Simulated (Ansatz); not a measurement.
One crystal and one scan (frozen-phonon scan) at two levels, PBE (plane waves to 420 eV, PAW, scalar-relativistic; Ansatz, a first-principles code) and r2SCAN (plane waves to 500 eV, PAW, scalar-relativistic; Ansatz), each from its own relaxed cell and on its own mesh. The cell shown is that of PBE.

Relaxed InP (zinc blende):

```xyz
4
Lattice="0.0000 5.9595 5.9595 2.9798 2.9798 5.9595 2.9798 2.9798 0.0000" Properties=species:S:1:pos:R:3 pbc="T T T"
P      4.4696     4.4696     4.4696
P      4.4696     7.4494     7.4494
In     0.0000     0.0000     0.0000
In     2.9798     5.9595     2.9798
```

The atoms are displaced by Q × the pattern below (from a DFPT mode at X = (0.5, 0.5, 0.0), largest move 1; Q in Å), at fixed cell. (q is in reciprocal vectors of the primitive cell; the cell shown is doubled to hold the pattern.)

```csv
atom,x,y,z
P1,0.000,0.000,1.000
P2,0.000,0.000,-1.000
```

Atoms not listed stay in place.

InP was relaxed with its symmetry unable to fall. Percentages come from the unrounded values. Both scans cover Q from -0.180 to 0.180 Å.

```csv
quantity,PBE,r2SCAN,PBE − r2SCAN
Lattice constant a (Å),5.960,5.907,+0.053 (+0.9 %)
"Band gap of the relaxed cell, no spin-orbit coupling (eV)",0.44,1.03,-0.59 (-57 %)
Energy at Q = 0.180 Å (meV/cell),343,384,-41 (-11 %)
Harmonic wavenumber from the curvature (finite differences) (cm⁻¹ (negative: imaginary)),306,324,-18 (-5.4 %)
```

PBE gives the higher value for: lattice constant a. PBE gives the lower value for: band gap of the relaxed cell, no spin-orbit coupling; energy at Q = 0.180 Å; harmonic wavenumber from the curvature. Both give the same space group of the distorted cell: P-4m2 (No. 115), lowered from F-43m. Neither level is exact: the differences show how much the result hangs on the functional.

ΔE (meV/cell), each from the undisplaced structure of its own level:

```tsv
Q (Å)	PBE	r2SCAN
-0.180	343	384
-0.150	239	267
-0.120	153	171
-0.090	86	96
-0.060	38	43
-0.030	10	11
0.000	0	0
0.030	10	11
0.060	38	43
0.090	86	96
0.120	153	171
0.150	239	267
0.180	343	384
```

(A displaced cell: forces are minus the slopes of the energy, force constants its curvatures, and phonons follow from these.)
